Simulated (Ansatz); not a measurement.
How BaHg (Pm-3m) stiffens under pressure

```
CELL_PARAMETERS angstrom
4.09045 0.00000 0.00000
0.00000 4.09045 0.00000
0.00000 0.00000 4.09045
ATOMIC_POSITIONS crystal
Ba 0.00000 0.00000 0.00000
Hg 0.50000 0.50000 0.50000
```

This is the zero-pressure cell. At each pressure cell and atoms are relaxed in this structure, and the constants are slopes of the stress at strains of ±0.005 with relaxed ions (the coefficients that govern stability under load). Level: PBEsol, PAW on Ansatz 0.2.0's default frozen-core files (fitted under PBE), scalar-relativistic; k mesh 12×12×12, strains of ±0.005, Fermi-Dirac smearing of 0.100 eV, cutoff 420 eV. P is the pressure of the relaxed cell, less that of this one.

| P (GPa) | V/V₀ | C11 (GPa) | C12 (GPa) | C44 (GPa) |
| --- | --- | --- | --- | --- |
| 0.00 | 1.0000 | 42.6 | 21.0 | 18.6 |
| 1.02 | 0.9672 | 47.4 | 25.8 | 21.1 |
| 2.05 | ? | ? | ? | ? |
| 4.00 | 0.8966 | 60.3 | 39.3 | 27.8 |
| 6.99 | 0.8469 | 72.1 | 52.3 | 33.7 |
| 9.99 | 0.8086 | 83.1 | 65.0 | 39.1 |
| 14.98 | 0.7600 | 99.8 | 85.9 | 47.3 |

Problem. Does the bulk modulus from the constants agree with the pressure-volume curve?

Solution. A third-order Birch-Murnaghan fit to the volumes shown (F against f, f = [(V₀/V)^(2/3) − 1]/2) gives B₀ = 28.3 GPa and B′ = 4.8. Its −V dP/dV stands beside (C11 + 2C12)/3:

```csv
P (GPa),from P(V),from the constants
0.00,28.3,28.2
1.02,33.0,33.0
4.00,46.2,46.3
6.99,58.8,58.9
9.99,71.1,71.0
14.98,90.8,90.5
```

Problem. What are the pressure derivatives at zero pressure?

Solution. Slopes at V₀ of quadratic fits in −ln(V/V₀) through the first four rows shown, divided by B₀: dC11/dP = 4.7, dC12/dP = 4.6, dC44/dP = 2.5. The mean slopes up to 4.0 GPa are 4.4, 4.6, 2.3; curvature and scatter of the constants part the two. The combination (dC11/dP + 2 dC12/dP)/3 = 4.6 stands against B′.

Problem. Fill the row at 2.05 GPa.

Solution. Cubic fits in −ln(V/V₀) through all rows shown give C11 = 52.0, C12 = 30.6, C44 = 23.6 GPa. Computed: V/V₀ = 0.9394, C11 (GPa) = 52.0, C12 (GPa) = 30.6, C44 (GPa) = 23.6.

Problem. Does a shear stiffness soften?

Solution. C44 goes from 18.6 to 47.3 GPa; (C11 − C12)/2 goes from 10.8 to 7.0 GPa. (C11 − C12)/2 softens under pressure, though the lattice stays mechanically stable over this range.

Limits of these numbers: the structure is a database entry and needn't be the stable phase; no other phase was computed; many crystals of this kind change structure within this range, and rows or crossings beyond such a change describe a metastable lattice; frozen-core PAW files fitted under PBE, their cores solved anew for the functional of the run; responses of metals move with mesh and smearing; no spin-orbit coupling on heavy atoms; phonons weren't checked at these pressures.
